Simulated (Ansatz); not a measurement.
Relaxed BaGaGeH (space group P3m1):

```
BaGaGeH
1.0
    4.30636     0.00000     0.00000
   -2.15318     3.72942     0.00000
    0.00000     0.00000     5.09325
Ba Ga Ge H
1 1 1 1
Direct
  0.33333   0.66667   0.99969
  0.00000   0.00000   0.54674
  0.66667   0.33333   0.44647
  0.00000   0.00000   0.88699
```

Two-dimensional scan of atom 3 (Ge, nearest neighbour Ga at 2.538 Å; its periodic images, 4.3 Å or more away, move with it): u runs along (1.000, 0.000, 0.000), v along (0.000, 0.000, 1.000) (Cartesian). Cell and other atoms are fixed.

The numbers are results of PBEsol (plane waves to 420 eV, PAW, scalar-relativistic; Ansatz, a first-principles code), not measurements. k mesh 7×7×5 (Γ-centred), Fermi-Dirac smearing 0.05 eV. The energy includes the smearing's −TS. As the smearing reaches across the gap at some points, energies and forces of such displacements shift with the k mesh and the smearing. BaGaGeH was relaxed with its symmetry unable to fall. ΔE is measured from the undisplaced structure. Axes are in Å.

Question: Give the computed ΔE (eV/cell) at all points of the grid u = -0.380, -0.190, 0.000, 0.190, 0.380 by v = -0.380, -0.190, 0.000, 0.190, 0.380.

Answer: ΔE (eV/cell), with u across and v down:

```
v \ u   -0.380  -0.190  0.000  0.190  0.380
------  ------  ------  -----  -----  -----
-0.380   0.784   0.410  0.288  0.410  0.784
-0.190   0.607   0.197  0.064  0.197  0.607
0.000    0.603   0.147  0.000  0.147  0.603
0.190    0.709   0.205  0.045  0.205  0.709
0.380    0.864   0.322  0.151  0.322  0.864
```

(For displaced atoms, the force is minus the slope of the energy, and its curvature is a force constant, which sets phonon frequencies.)
